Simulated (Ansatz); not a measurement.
Al₂Cu under strain — Cu-65 nuclear quadrupole resonance

Cell: a structure deposited in the COD, relaxed with PBE at fixed cell and then changed (z stretched by 1 %, ions relaxed).

```cif
data_structure
_symmetry_space_group_name_H-M 'P 1'
_symmetry_Int_Tables_number 1
_cell_length_a 4.9467
_cell_length_b 4.9467
_cell_length_c 4.9467
_cell_angle_alpha 104.353
_cell_angle_beta 104.353
_cell_angle_gamma 120.280
_cell_volume 90.66
loop_
_atom_site_label
_atom_site_type_symbol
_atom_site_fract_x
_atom_site_fract_y
_atom_site_fract_z
_atom_site_occupancy
Al1 Al 0.65870 0.15870 0.81740 1
Al2 Al 0.15870 0.34130 0.50000 1
Al3 Al 0.34130 0.84130 0.18260 1
Al4 Al 0.84130 0.65870 0.50000 1
Cu5 Cu 0.25000 0.25000 0.00000 1
Cu6 Cu 0.75000 0.75000 0.00000 1
```

Sites (sets of like atoms) are named by element and the number of their first atom in this list.

Computed with Ansatz: DFT, PBE, plane waves and PAW, scalar-relativistic, 420 eV cutoff, Γ-centred 12×12×12 k-points, Fermi–Dirac smearing 0.05 eV.

Cu-65: I = 3/2, Q = -204.0 mb (year-2017 value). Static lattice, zero field.

Q: At which frequencies do the Cu-65 NQR lines lie?

A: For I = 3/2 there is one line, ν = (|C_Q|/2)(1 + η²/3)^½.

```tsv
site	atoms	V_zz (10²¹ V/m²)	C_Q (MHz)	η	line frequencies (MHz)
Cu	5, 6	-2.48	12.2	0.00	6.12
```

Q: And for 63Cu (I = 3/2, Q = -220.0 mb) on Cu?

A: C_Q scales with Q to 13.2 MHz, with lines at 6.60 MHz.

An axis of threefold or higher order runs through Cu, so V_zz lies along it and η is zero.

The run finds no gap above 0.1 eV (a metal, or nearly one), so the gradients can move by 10 % or more with the k-mesh.
